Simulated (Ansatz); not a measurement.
Input:

Si3P4:
Space group I-43d (No. 220); a = 8.0863 Å, b = 8.0863 Å, c = 8.0863 Å, α = 90.00°, β = 90.00°, γ = 90.00°

```
atom  site  symmetry       x       y       z
----  ----  --------  ------  ------  ------
Si     12a      -4..  0.0000  0.2500  0.3750
P      16c       .3.  0.2497  0.2497  0.2497
```
(The calculation used a cell of 14 atoms; values per cell refer to that cell.)

This is the r²SCAN-relaxed structure.

Problem. All from DFT-r²SCAN in the program Ansatz with PAW potentials, unless another level is named. Predict the Hill bulk and shear moduli.

Solution. 78.1 and 40.6 GPa.

Problem. And the elastic constants (relaxed ions, GPa)?

Solution. C11 = 102, C12 = 66.1, C44 = 69.1.

The cell is a constructed one: a structure type filled with these elements; neither database checked (COD, Materials Project) lists it. Its standing as an ambient phase is unchecked. The r²SCAN relaxation kept the symmetry of its start; its stability against distortions is not shown here. As this level gives no gap, shear constants depend on the k-mesh and smearing (Fermi–Dirac, 0.1 eV here).

Potentials: the later of the program's two PAW sets.
